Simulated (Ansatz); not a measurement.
AlNi:
```
CELL_PARAMETERS angstrom
      2.89322     0.00000     0.00000
      0.00000     2.89322     0.00000
      0.00000     0.00000     2.89322
ATOMIC_POSITIONS crystal
  Al 0.00000 0.00000 0.00000
  Ni 0.50000 0.50000 0.50000
```

Relaxed with PBE. Special points in fractions of this cell's reciprocal vectors: Γ (0.000, 0.000, 0.000); X (0.000, 0.500, 0.000); M (0.500, 0.500, 0.000); R (0.500, 0.500, 0.500).

### Question
List the band energies nearest the Fermi level at these points for plane-wave PAW PBE (Ansatz code).

### Answer
In eV from the Fermi level; about four levels below and three above (degenerate sets whole), none deeper than 8.9 eV; points with the same levels are listed once.

```csv
k,below,above
Γ,-3.15 -3.15 -1.48 -1.48 -1.48,5.45 5.45 5.45
X,-2.18 -2.18 -1.39 -0.60,8.23 9.92 9.92
M,-2.84 -2.84 -2.00 -2.00 -0.96,1.46 2.46 12.14
R,-4.01 -4.01 -4.01 -0.93 -0.93,2.00 2.00 2.00
```

Space group Pm-3m (CsCl type). The cell was relaxed with PBE under the symmetry of its start. The run is not spin-polarised.

Potentials: the later of the program's two PAW sets.
